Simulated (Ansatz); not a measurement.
Fe5Co: rattling a relaxed structure

It was reached by relaxing an invented guess, and it needn't be the stable form of this composition.

Level of theory: Ansatz 0.2.0, DFT PBE, scalar-relativistic, plane waves, PAW. Settings: cutoff 420 eV, Γ-centred mesh 14×14×6 on the computed 6-atom cell, Gaussian smearing of 0.10 eV; collinear spin from starting moments 2.5 2.5 2.5 2.9 2.9 2.0 μB.

The cell below (6 atoms, space group P4/mmm (No. 123)) is relaxed within its symmetry.

```
CELL_PARAMETERS angstrom
2.84243 0.00000 0.00000
0.00000 2.84243 0.00000
0.00000 0.00000 8.56444
ATOMIC_POSITIONS crystal
Fe 0.00000 0.00000 0.83415
Fe 0.50000 0.50000 0.00000
Fe 0.00000 0.00000 0.16585
Fe 0.50000 0.50000 0.33458
Fe 0.50000 0.50000 0.66542
Co 0.00000 0.00000 0.50000
```

For the test a repeat of it with 12 atoms (edges 2.84, 5.68, 8.56 Å) was strained at random (σ = 1.5 % a component), the atoms were moved at random (σ = 0.15 Å), and all was relaxed again on a coarse 8×4×4 mesh (in the run’s order of axes) with 0.20 eV smearing, with no symmetry imposed.

The magnetic state reached may not be the lowest.

Question: What happens?

Answer: It returns, within 1 meV/atom of the unmoved cell on that mesh and with the same symmetry when read at 0.1 Å. So it is stable against the distortions that fit this cell and that this random move excites. Modes that don't fit the cell aren't tested.
